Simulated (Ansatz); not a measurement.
Starting cell, AlN (wurtzite):

```yaml
crystal:
  lattice:
    - [3.12980, 0.00000, 0.00000]
    - [-1.56490, 2.71049, 0.00000]
    - [0.00000, 0.00000, 10.03466]
  atoms:
    - { symbol: Al, position: [0.66667, 0.33333, 0.00169] }
    - { symbol: Al, position: [0.66667, 0.33333, 0.50169] }
    - { symbol: Al, position: [0.33333, 0.66667, 0.25169] }
    - { symbol: Al, position: [0.33333, 0.66667, 0.75169] }
    - { symbol: N, position: [0.66667, 0.33333, 0.31091] }
    - { symbol: N, position: [0.66667, 0.33333, 0.81091] }
    - { symbol: N, position: [0.33333, 0.66667, 0.06091] }
    - { symbol: N, position: [0.33333, 0.66667, 0.56091] }
```

The atoms are displaced by Q × the pattern below (from a DFPT mode at A = (0.0, 0.0, 0.5), largest move 1; Q in Å), at fixed cell. It is one choice among 4 degenerate patterns. (q is in reciprocal vectors of the primitive cell; the cell shown is doubled to hold the pattern.)

| atom | x | y | z |
|---|---|---|---|
| Al1 | 0.000 | 0.087 | 0.000 |
| Al2 | 0.000 | -0.087 | 0.000 |
| Al3 | 0.000 | -0.485 | 0.000 |
| Al4 | 0.000 | 0.485 | 0.000 |
| N5 | 0.000 | 1.000 | 0.000 |
| N6 | 0.000 | -1.000 | 0.000 |
| N7 | 0.000 | -0.073 | 0.000 |
| N8 | 0.000 | 0.073 | 0.000 |

Computed with PBE (plane waves to 420 eV, PAW, scalar-relativistic; Ansatz, a quantum-chemistry and plane-wave program). k mesh 12×12×4 (Γ-centred), Fermi-Dirac smearing 0.05 eV. The energy includes the smearing's −TS. Compression counts positive. AlN was relaxed with its symmetry unable to fall. The PAW data are Ansatz's earlier set. ΔE is measured from the undisplaced structure.

```json
[
 {"Q (Å)": "-0.180", "ΔE (meV/cell)": "1082", "P (GPa)": "4.80", "−dE/dQ from forces (eV/Å)": "12.832"},
 {"Q (Å)": "-0.150", "ΔE (meV/cell)": "736", "P (GPa)": "3.29", "−dE/dQ from forces (eV/Å)": "10.270"},
 {"Q (Å)": "-0.120", "ΔE (meV/cell)": "463", "P (GPa)": "2.09", "−dE/dQ from forces (eV/Å)": "7.948"},
 {"Q (Å)": "-0.090", "ΔE (meV/cell)": "257", "P (GPa)": "1.16", "−dE/dQ from forces (eV/Å)": "5.809"},
 {"Q (Å)": "-0.060", "ΔE (meV/cell)": "113", "P (GPa)": "0.51", "−dE/dQ from forces (eV/Å)": "3.802"},
 {"Q (Å)": "-0.030", "ΔE (meV/cell)": "28", "P (GPa)": "0.13", "−dE/dQ from forces (eV/Å)": "1.880"},
 {"Q (Å)": "0.000", "ΔE (meV/cell)": "0", "P (GPa)": "0.00", "−dE/dQ from forces (eV/Å)": "0.000"},
 {"Q (Å)": "0.030", "ΔE (meV/cell)": "28", "P (GPa)": "0.13", "−dE/dQ from forces (eV/Å)": "-1.880"},
 {"Q (Å)": "0.060", "ΔE (meV/cell)": "113", "P (GPa)": "0.51", "−dE/dQ from forces (eV/Å)": "-3.802"},
 {"Q (Å)": "0.090", "ΔE (meV/cell)": "257", "P (GPa)": "1.16", "−dE/dQ from forces (eV/Å)": "-5.809"},
 {"Q (Å)": "0.120", "ΔE (meV/cell)": "463", "P (GPa)": "2.09", "−dE/dQ from forces (eV/Å)": "-7.948"},
 {"Q (Å)": "0.150", "ΔE (meV/cell)": "736", "P (GPa)": "3.29", "−dE/dQ from forces (eV/Å)": "-10.270"},
 {"Q (Å)": "0.180", "ΔE (meV/cell)": "1082", "P (GPa)": "4.80", "−dE/dQ from forces (eV/Å)": "-12.832"}
]
```

Read from the data:

```
Quantity                                                                                                             Result
-----------------------------------------------------------  --------------------------------------------------------------
Energy at Q = 0.180 Å                                                                                         1082 meV/cell
Space group of the distorted cell                                                           Cm (No. 8), lowered from P6_3mc
Symmetry of the curve                                                                         even: the same for both signs
Shape of the curve                                           a single well with its minimum at or next to zero displacement
Harmonic wavenumber from the curvature (finite differences)                                                        641 cm⁻¹
Wavenumber by perturbation theory (DFPT, on another k mesh)                                                        641 cm⁻¹
```

(For displaced atoms, the force is minus the slope of the energy, and its curvature is a force constant, which sets phonon frequencies.)
